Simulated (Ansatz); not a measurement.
Ba₂TaBiO₆:
```yaml
crystal:
  lattice:
    - [3.04701, 1.75919, 4.90573]
    - [-3.04701, 1.75919, 4.90573]
    - [0.00000, -3.51838, 4.90573]
  atoms:
    - { symbol: Ba, position: [0.74886, 0.74886, 0.74886] }
    - { symbol: Ba, position: [0.25114, 0.25114, 0.25114] }
    - { symbol: Ta, position: [0.50000, 0.50000, 0.50000] }
    - { symbol: Bi, position: [0.00000, 0.00000, 0.00000] }
    - { symbol: O, position: [0.72548, 0.21731, 0.32361] }
    - { symbol: O, position: [0.27452, 0.78269, 0.67639] }
    - { symbol: O, position: [0.32361, 0.72548, 0.21731] }
    - { symbol: O, position: [0.67639, 0.27452, 0.78269] }
    - { symbol: O, position: [0.21731, 0.32361, 0.72548] }
    - { symbol: O, position: [0.78269, 0.67639, 0.27452] }
```

This is the r²SCAN-relaxed structure.

All from r²SCAN (plane waves, PAW; program Ansatz), unless another level is named. Give the bulk modulus (Birch–Murnaghan fit).

135 GPa.

Predict the highest zone-centre frequency (without LO–TO term).

776 cm⁻¹.

Space group R-3. The first step of the workflow began from a Materials Project structure, measured or hypothetical; the Crystallography Open Database copy checked does not list it. Its standing as an ambient phase is unchecked. The r²SCAN relaxation kept the symmetry of its start; its stability against distortions is not shown here. The run is not spin-polarised. Spin–orbit coupling is left out wherever it is not named.

Potentials: the later of the program's two PAW sets.
